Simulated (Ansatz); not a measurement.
What DFT gives for AgRuS$_{2}$

```
Ag Ru S
1.0
     5.12540   -0.28323   -0.61516
     1.54523    6.18092   -0.05182
    -1.64717    0.36266    6.01109
Ag Ru S
2 2 4
Cartesian
  2.6500 0.0287 0.4509
  4.1961 4.9960 4.3023
  2.7030 1.6367 3.1470
  2.1074 4.2632 1.6095
  4.1420 2.4205 0.7965
  -0.6407 2.6232 5.8795
  0.3426 3.1645 3.5631
  1.5874 6.0557 3.7643
```

Level: m-r2SCAN, no spin polarisation; 500 eV; 4×3×3 (shifted by 0.5, 0, 0 steps) mesh; cold occupations (width 0.0326 eV); Ansatz 0.2.0, fixed geometry.

**At the Fermi level.** It is a metal on this mesh, though the bands barely overlap, with about 11 states/eV a cell as the mean within 0.25 eV of the Fermi level, mostly Ru d (71 %) and S p (20 %).
**Formation energy.** 1.16 eV an atom against the elements' usual phases (free molecules for gases, crystals otherwise, with no correction for O₂ or N₂), so at this geometry it isn't bound against them. Relaxing would lower it.
**Stress.** The pressure is -16.3 GPa (compression positive), so with the atoms held at these fractions the cell would first shrink; the forces are large, so a full relaxation may end otherwise. The principal stresses -20.5, -15.5, -13.0 GPa differ, so its shape would change too.
**Charges.** Bader charges in e: Ag +0.33, Ru +0.40 to +0.47, S -0.63 to -0.23. In the mean Ru gives up most and S takes most.
**Forces.** The largest is on S5: 2.33 eV/Å, components (-1.43, 0.32, 1.81). It makes 166° with the line to a nearest neighbour, S6 at 2.56 Å, pointing away from it.

Origin: a disordered cell, so it need not be a known compound. Caveats: many states at the Fermi level without spin polarisation, so a magnetic state may lie lower; the k mesh is coarse if the cell is a metal; atoms or cell far from equilibrium; m-r2SCAN is r2SCAN with a changed spin dependence that lowers moments.
